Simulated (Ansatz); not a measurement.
Relaxed ZrC (rock salt):

```
CELL_PARAMETERS angstrom
      0.00000     2.35437     2.35437
      2.35437     0.00000     2.35437
      2.35437     2.35437     0.00000
ATOMIC_POSITIONS crystal
  C  0.00000 0.00000 0.00000
  Zr 0.50000 0.50000 0.50000
```

A phonon eigenvector at Γ is frozen into this cell: atom i moves by Q times the vector below, so Q is the largest atomic displacement, in Å. The cell is held. It is one choice among 3 degenerate patterns.

```csv
atom,x,y,z
C1,0.000,0.000,1.000
Zr2,0.000,0.000,-0.132
```

Level of theory: PBE (plane waves to 420 eV, PAW, scalar-relativistic; Ansatz, a program for electronic structure). k mesh 17×17×17 (Γ-centred), Fermi-Dirac smearing 0.05 eV. Energies are smeared free energies. Stress and pressure are positive under compression. With partly filled bands, energies and forces of such displacements shift with the k mesh and the smearing. ZrC is run without spin polarisation. ZrC was relaxed with its symmetry unable to fall. ΔE is measured from the undisplaced structure.

```csv
Q (Å),−dE/dQ from forces (eV/Å),P (GPa),ΔE (meV/cell)
-0.100,0.854,1.0,42.7
-0.083,0.706,0.7,…
-0.067,0.567,0.4,19.1
-0.050,0.429,0.2,…
-0.033,0.288,0.1,4.8
-0.017,0.145,0.0,1.2
0.000,0.000,0.0,0.0
0.017,-0.145,0.0,1.2
0.033,-0.288,0.1,4.8
0.050,-0.429,0.2,…
0.067,-0.567,0.4,19.1
0.083,-0.706,0.7,…
0.100,-0.854,1.0,42.7
```

Question: What belongs in the gaps?

Answer: 
- -0.083, ΔE (meV/cell): 29.7
- -0.050, ΔE (meV/cell): 10.8
- 0.050, ΔE (meV/cell): 10.8
- 0.083, ΔE (meV/cell): 29.7

(For displaced atoms, the force is minus the slope of the energy, and its curvature is a force constant, which sets phonon frequencies.)
